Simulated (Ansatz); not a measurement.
Polymorphs of C, each relaxed with r²SCAN+D4 in the plane-wave PAW code Ansatz:

A: R-3m, a = 2.4530 Å, b = 2.4530 Å, c = 20.9030 Å, α = 90.00°, β = 90.00°, γ = 120.00°

B: diamond (Fd-3m), a = b = c = 3.555 Å, α = β = γ = 90.00°

C: I4/mmm, a = 4.3576 Å, b = 4.3576 Å, c = 2.4981 Å, α = 90.00°, β = 90.00°, γ = 90.00°

D: P6/mmm, a = 2.453 Å, b = 2.453 Å, c = 3.585 Å, α = 90.00°, β = 90.00°, γ = 120.00°

E: graphite (P6_3/mmc), a = b = 2.4531 Å, c = 6.7693 Å, α = β = 90.00°, γ = 120.00°

Q: Order them by energy per atom at 0 K (lowest first) at the level r²SCAN+D4.

A: E (+0 meV/atom), A (+5 meV/atom), D (+10 meV/atom), B (+99 meV/atom), C (+319 meV/atom)

Q: Give each one's gap.

A: A no gap; B 4.37 eV; C 2.65 eV; D no gap; E no gap.

Not the usual ambient phase: A; C; D. All cells were relaxed under the symmetry of their starts (and spin orders); stability against distortions was not tested throughout.

Energies hold the estimated change up to a 700 eV cutoff; steps of a few meV lie near the error of the meshes.

Potentials: the later of the program's two PAW sets.
